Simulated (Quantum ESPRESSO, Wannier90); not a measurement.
**Wannier functions of InTe (rock salt)**

Materials Project entry mp-2597; symmetrised, unrelaxed at this level. COD (Crystallography Open Database) has an entry of this formula and space group (matched by these alone). Level: PBEsol, no spin polarisation, no spin-orbit coupling; pw.x of Quantum ESPRESSO at 66 Ry with PseudoDojo potentials, 8×8×8 k-points, Wannier90. Density: 8×8×8 mesh, cold smearing 0.01 Ry. Spin-orbit coupling is left out although heavy elements are present.

Input w.win:

```
num_bands = 15
num_wann = 8
exclude_bands = 1-10
num_iter = 0
conv_tol = 1.0e-6
conv_window = 4
dis_num_iter = 1000
dis_conv_tol = 1.0e-6
dis_froz_max = 11.02
write_hr = true
write_u_matrices = true
begin projections
In: s;p
Te: s;p
end projections
begin unit_cell_cart
ang
    0.0000000000    3.1198300000    3.1198300000
    3.1198300000    0.0000000000    3.1198300000
    3.1198300000    3.1198300000    0.0000000000
end unit_cell_cart
begin atoms_frac
In   0.0000000000  0.0000000000  0.0000000000
Te   0.5000000000  0.5000000000  0.5000000000
end atoms_frac
mp_grid = 8 8 8
begin kpoints
0.0000000000 0.0000000000 0.0000000000
0.0000000000 0.0000000000 0.1250000000
0.0000000000 0.0000000000 0.2500000000
... (509 more lines: the 8x8x8 mesh through Gamma)
end kpoints
```

On the energy scale of pw.x, whose zero is arbitrary, the Fermi level lies at 9.52 eV. Lines of w_hr.dat (R1 R2 R3 m n Re Im, eV) for R = 0 and one of the shortest lattice vectors, rounded to 0.01 eV, lines under 0.02 eV left out; orbitals in order: In1 s, In1 pz, In1 px, In1 py, Te2 s, Te2 pz, Te2 px, Te2 py.

```
    0    0    0    1    1     5.99     0.00
    0    0    0    2    2    11.97     0.00
    0    0    0    3    3    11.97     0.00
    0    0    0    4    4    11.97     0.00
    0    0    0    5    5    -0.76     0.00
    0    0    0    6    6     8.52     0.00
    0    0    0    7    7     8.52     0.00
    0    0    0    8    8     8.52     0.00
   -1    0    0    2    2     0.07     0.00
   -1    0    0    4    2     0.18     0.00
   -1    0    0    3    3    -0.03     0.00
   -1    0    0    2    4     0.18     0.00
   -1    0    0    4    4     0.07     0.00
   -1    0    0    1    5    -0.64     0.00
   -1    0    0    3    5    -1.20     0.00
   -1    0    0    6    5    -0.02     0.00
   -1    0    0    8    5    -0.02     0.00
   -1    0    0    2    6    -0.51     0.00
   -1    0    0    5    6     0.02     0.00
   -1    0    0    6    6    -0.04     0.00
   -1    0    0    8    6     0.05     0.00
   -1    0    0    1    7     1.32     0.00
   -1    0    0    3    7     2.15     0.00
   -1    0    0    4    8    -0.51     0.00
   -1    0    0    5    8     0.02     0.00
   -1    0    0    6    8     0.05     0.00
   -1    0    0    8    8    -0.04     0.00
```
